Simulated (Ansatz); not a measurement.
Cell and atoms are relaxed with the symmetry kept. Start:

```xyz
3
Lattice="0.0000 2.9637 2.9637 2.9637 0.0000 2.9637 2.9637 2.9637 0.0000" Properties=species:S:1:pos:R:3 pbc="T T T"
Pb    0.0000    0.0000    0.0000
F     1.4818    1.4818    1.4818
F     4.4455    4.4455    4.4455
```

All numbers below come from DFT PBE, scalar-relativistic, plane waves, PAW (Ansatz).

Settings: cutoff 420 eV, Γ-centred mesh 8×8×8 on the computed 3-atom cell, Gaussian smearing of 0.02 eV; no spin polarisation.

What does it relax to?

The volume goes up by 0.65 Å³/atom to 18.00 Å³/atom, and the energy falls by 5.3 meV/atom. Final structure:
```yaml
crystal:
  lattice:
    - [0.00000, 2.99997, 2.99997]
    - [2.99997, 0.00000, 2.99997]
    - [2.99997, 2.99997, 0.00000]
  atoms:
    - { symbol: Pb, position: [0.00000, 0.00000, 0.00000] }
    - { symbol: F, position: [0.25000, 0.25000, 0.25000] }
    - { symbol: F, position: [0.75000, 0.75000, 0.75000] }
```

Spin–orbit coupling is left out, which can shift energies with elements as heavy as these.

Cost: 1 run of about 0.18 core-minutes, on Intel Xeon Platinum 8375C (Ice Lake) (shared hosts).